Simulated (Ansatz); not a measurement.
The relaxed structure here is a generated cell of V: the first start was made by placing the elements on the sites of a structure type, and the end was not matched to a known phase here, so it may be hypothetical. Known forms of V include space group No. 229.

One starting cell of V (a generated cell, V placed in the beta-Sn structure type) was relaxed twice with Ansatz (plane waves, PAW, scalar-relativistic): with r2SCAN at 500 eV and with PBE at 420 eV. The r2SCAN result:

```cif
data_V4
_chemical_formula_sum 'V4'
_space_group_name_H-M_alt 'I41/amd :1'
_space_group_IT_number 141
_space_group_name_Hall 'I 4bw 2bw -1bw'
_cell_length_a 4.63682
_cell_length_b 4.63682
_cell_length_c 2.55965
_cell_angle_alpha 90.000
_cell_angle_beta 90.000
_cell_angle_gamma 90.000
loop_
_atom_site_label
_atom_site_type_symbol
_atom_site_symmetry_multiplicity
_atom_site_Wyckoff_symbol
_atom_site_fract_x
_atom_site_fract_y
_atom_site_fract_z
_atom_site_occupancy
V1 V 4 a 0.00000 0.00000 0.00000 1
```
(The calculation used a cell of 2 atoms; values per cell refer to that cell.)

```json
[
 {"quantity": "space group", "r2SCAN": "I4₁/amd", "PBE": "I4₁/amd"},
 {"quantity": "volume (Å³/atom)", "r2SCAN": "13.76", "PBE": "(withheld)"},
 {"quantity": "a (Å)", "r2SCAN": "4.637", "PBE": "(withheld)"},
 {"quantity": "c (Å)", "r2SCAN": "2.560", "PBE": "(withheld)"},
 {"quantity": "gap (eV, no spin-orbit coupling)", "r2SCAN": "0.00", "PBE": "(withheld)"}
]
```

Task: Fill in the PBE column.

Result: 
- volume (Å³/atom), PBE: 14.00
- a (Å), PBE: 4.656
- c (Å), PBE: 2.584
- gap (eV, no spin-orbit coupling), PBE: 0.00

Both levels end in the same structure; PBE's volume is 1.8 % larger. Neither column is exact.

No spin polarisation in the result.

The run could not lower the symmetry of its start; a shaken copy of this end point relaxes with r2SCAN to R-3m (No. 166), 0.45 eV/atom lower.

Ansatz is a program for electronic structure.
